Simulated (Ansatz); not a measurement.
An Ansatz (a first-principles code) run. Input:

Ansatz 0.2 input:
```yaml
crystal:
  lattice:
    - [0.0, 3.4216304001, 3.4216304001]
    - [3.4216304001, 0.0, 3.4216304001]
    - [3.4216304001, 3.4216304001, 0.0]
  atoms:
    - { symbol: Mg, position: [0.0, 0.0, 0.0] }
    - { symbol: Mg, position: [0.25, 0.25, 0.25] }
kpoints:
  mp_grid: { grid: [10, 10, 10] }
hamiltonian:
  xc: r2scan
  pseudopotentials: { kind: paw }
scf:
  occupations: { method: gaussian, width: 0.1 }
checkpoint: { read: metal.run }
output: { bader: true, populations: true }
```

Output (shortened):

```
Pseudopotential: Mg, paw, valence charge 10
Functional definition: r2SCAN
Crystal: 2 atoms, lattice volume = 80.118 Å³
Basis set: ecut = 500 eV, 2085 PW (Γ), exchange–correlation on 144×144×144 points (64 copies of the dense FFT grid, shifted against one another)
Bands: 18, of which v1, the nominal top of the filled ones, is band 10 counted from 1 (9 counted from 0)
Symmetry: 48 space group operations
Space group: Fd-3m (ITA 227), of the structure as read, at distance tolerance 4.3e-5 Å
k-points: 47 of 1000
Stability of the state it starts from, as read at its close in the unpolarized treatment …
iter 1 solved again at ethr=1.58e-9 eV; its pass at ethr=3.10e-3 eV (dr2=3.17e-7 eV) is discarded
SCF iter   1: F=—  HF=-3851.042526 eV  |F-HF|=—  |Δ(HF+E_count)|=         —  Δρ=2.73e-7  dr2=5.44e-11  dr2_τ=3.68e-13  ethr=1.58e-9  ⟨swp⟩=3.7  Hψ=6935  notcnv=0
preconditioner: auto → Kerker (q_TF=auto, 2.165 Å⁻¹)
SCF iter   2: F=-3851.042526 eV  HF=-3851.042526 eV  |F-HF|=1.11e-10  |Δ(HF+E_count)|=   4.37e-8  Δρ=1.81e-7  dr2=2.64e-11  dr2_τ=1.45e-13  ethr=1.00e-12  ⟨swp⟩=4.8  Hψ=2507  notcnv=0
SCF 1 converged in 2 iterations: F = -3851.042526 eV  dr2 = 2.64e-11
SCF converged after 2 iterations
Free energy (F): -3851.042526 eV
Harris-Foulkes:  -3851.042526 eV  (|F-HF|=1.11e-10)
Internal energy: -3851.035964 eV  (E = F + TS)
E sigma→0 (E₀):  -3851.039245 eV
Entropy (-TS):   -0.006562 eV (-3.281 meV/atom)
Fermi energy:    1.846167 eV
--- Per-component energies (eV) ---
  E_band       = -823.162671
  E_kinetic    = 145.570261
  E_local      = -3820.303938  (includes V_loc(G=0)·N_el)
  E_nonlocal   = 193.154360
  E_hartree    = 1407.318117
  E_xc         = -49.914088
  E_vxc        = -72.912226  (∫ρ·V_xc dr)
  E_paw        = -593.313796  (= ΣΔE_a)
  E_vpaw       = -88.413871  (= ΣTr[D̂ρ^β])
  E_aug_tail   = -0.000003  (compensation charges beyond the density's cutoff)
  E_vtau       = 5.106594  (kinetic-family band-sum trace: ∫τ·v_τ [+ j·A + Jᵃ·Aᵃ] dr)
  E_ewald      = -1133.494461
  E_core_change = -0.052416  (= ΣΔE_core)
  E_smearing   = -0.006562  (= −TS)
  E_closure    = 0.000000  (closes the sum)
  Σ components = -3851.042526   (vs F -3851.042526, Δ=0.00e0)
  [band-id]    e_kinetic+e_local+e_nonlocal+2·e_hartree+e_vxc+e_vpaw+e_augmentation_tail+e_vtau = -823.162590   (vs E_band -823.162671, Δ=8.05e-5)
--- Band table (eV; the first three rows and the last of 47) ---
  k-point 0: bands = ["-77.5258", "-77.5201", "-42.6344", "-42.6344", "-42.6344", "-42.6134", "-42.6134", "-42.6134", "-3.4243", "5.2515", "5.2515", "5.2515", "6.3405", "6.3405", "6.3405", "8.4153", "9.4041", "9.4041"]
  k-point 1: bands = ["-77.5257", "-77.5202", "-42.6346", "-42.6346", "-42.6343", "-42.6135", "-42.6132", "-42.6132", "-3.3270", "4.3111", "5.0405", "5.0405", "6.5981", "6.6297", "6.6297", "8.8637", "9.0378", "9.0378"]
  k-point 2: bands = ["-77.5254", "-77.5205", "-42.6351", "-42.6351", "-42.6340", "-42.6139", "-42.6127", "-42.6127", "-3.0380", "2.9017", "4.7185", "4.7185", "6.5203", "6.9790", "6.9790", "8.7870", "8.7870", "9.5945"]
  k-point 46: bands = ["-77.5229", "-77.5229", "-42.6382", "-42.6382", "-42.6240", "-42.6240", "-42.6097", "-42.6097", "-0.0987", "-0.0987", "1.8334", "1.8334", "6.7597", "6.7597", "8.7235", "8.7235", "12.3701", "12.3701"]
--- Löwdin populations: 2 sites ---
  site symbol       q [e]
     0     Mg      9.6173
     1     Mg      9.6173
  spilling = 0.038271 (of n_electrons = 20.000000)
--- Bader charges: 2 sites ---
  site symbol  charge [e]  shift [e]
     0     Mg      0.0000     0.0000
     1     Mg      0.0000     0.0000
  shift: an alarm, by how much a part of what the PAW files miss would move the charge. Where it is large, compare
  with a run on PAW files of another source; a small one proves nothing
  estimated error of the sums over rays = 6.0e-5 e
```

Cost: around 14 core-seconds (rough) on shared cores.

The start of the workflow was typed in or built on a structure type; neither database checked (COD, Materials Project) lists it. It is not the phase usual at ambient conditions (space group No. 194). The r²SCAN relaxation kept the symmetry of its start. At this level the phase is mechanically unstable.

Potentials: the later of the program's two PAW sets.

Ansatz is a plane-wave DFT program.
